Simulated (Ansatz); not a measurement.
Molecular dynamics on a 2×2×1 supercell (16 atoms) of PdSb (P6_3/mmc), relaxed with r2SCAN. Forces come from r2SCAN in Ansatz: constant energy and volume (NVE), velocities drawn at 1000 K, steps of 2 fs. Classical nuclei, no spin polarisation; a few dozen steps show the first response, not equilibrium.

```yaml
crystal:
  lattice:
    - [8.1980070773, 1.0e-10, 0.0]
    - [-4.0990035387, 7.0996823893, 0.0]
    - [0.0, 0.0, 5.6632365182]
  atoms:
    - { symbol: Sb, position: [0.1666666667, 0.3333333333, 0.25] }
    - { symbol: Sb, position: [0.3333333333, 0.1666666667, 0.75] }
    - { symbol: Pd, position: [0.0, 0.0, 0.0] }
    - { symbol: Pd, position: [0.0, 0.0, 0.5] }
    - { symbol: Sb, position: [0.1666666667, 0.8333333333, 0.25] }
    - { symbol: Sb, position: [0.3333333333, 0.6666666667, 0.75] }
    - { symbol: Pd, position: [0.0, 0.5, 0.0] }
    - { symbol: Pd, position: [0.0, 0.5, 0.5] }
    - { symbol: Sb, position: [0.6666666667, 0.3333333333, 0.25] }
    - { symbol: Sb, position: [0.8333333333, 0.1666666667, 0.75] }
    - { symbol: Pd, position: [0.5, 0.0, 0.0] }
    - { symbol: Pd, position: [0.5, 0.0, 0.5] }
    - { symbol: Sb, position: [0.6666666667, 0.8333333333, 0.25] }
    - { symbol: Sb, position: [0.8333333333, 0.6666666667, 0.75] }
    - { symbol: Pd, position: [0.5, 0.5, 0.0] }
    - { symbol: Pd, position: [0.5, 0.5, 0.5] }
kpoints:
  mp_grid: { grid: [3, 3, 2] }
hamiltonian:
  xc: r2scan
scf:
  occupations: { method: fermi_dirac, width: 0.086 }
md:
  ensemble: nve
  temperature: 1000
  timestep: 2.0
  n_steps: 30
  initial_velocities: maxwell_boltzmann
  seed: 4867
```

Run as `ansatz run input.yaml --threads 4 --pin off --max-ram 3686MiB --backend cpu --events-out ev --progress --plain --runs-dir out`. It ended after 7.7 min on 4 threads of Arm Neoverse N1, with other jobs on the host, load about 0.9 per core; peak host memory 2.5 GiB.

```
step  t (fs)  T (K)  free energy F from step 0 (meV/atom)  kinetic energy (meV/atom)  largest force (eV/Å)
   0       0   1000                                   0.0                      121.2                  0.00
   1       2    997                                   0.4                      120.8                  0.15
   2       4    988                                   1.4                      119.7                  0.31
   3       6    973                                   3.2                      117.9                  0.47
   4       8    953                                   5.7                      115.4                  0.64
   5      10    926                                   8.9                      112.3                  0.82
   6      12    895                                  12.8                      108.4                  1.00
   7      14    858                                  17.2                      104.0                  1.20
   8      16    817                                  22.2                       99.0                  1.39
   9      18    771                                  27.7                       93.5                  1.59
```

The temperature goes from 1000 K to 771 K in 18 fs. The conserved energy stays within 0.02 meV an atom. By the last step the atoms have moved 0.08 Å in the root mean square, the drift of the whole cell taken out, 0.12 Å at most. The job's limit cut the run after 9 of 30 steps.

Positions (Å) and forces (eV/Å) at step 9:
```
Sb  -0.005   2.415   1.402     0.113  -0.426   0.262
Sb   2.133   1.169   4.324    -0.841   0.203  -0.456
Pd   0.030  -0.008  -0.001    -0.221   0.258  -0.061
Pd   0.022  -0.082   2.830     0.050   0.543   0.074
Sb  -1.976   5.989   1.366    -1.238  -0.923   0.384
Sb  -0.007   4.713   4.265     0.061  -0.040  -0.338
Pd  -2.035   3.530   0.024    -0.011   0.256   0.069
Pd  -2.141   3.506   2.857     0.586   0.469  -0.463
Sb   4.117   2.325   1.418    -0.336   0.451  -0.248
Sb   6.089   1.274   4.215     0.422  -1.098   0.247
Pd   4.031  -0.074   0.007     1.012   0.406  -0.656
Pd   4.043   0.015   2.765     0.384   0.038   0.932
Sb   2.022   5.982   1.468     0.419  -0.551  -0.247
Sb   4.151   4.717   4.228    -0.599   0.232   0.324
Pd   2.014   3.558  -0.013     0.290   0.149   0.140
Pd   2.087   3.542   2.820    -0.092   0.034   0.036
```
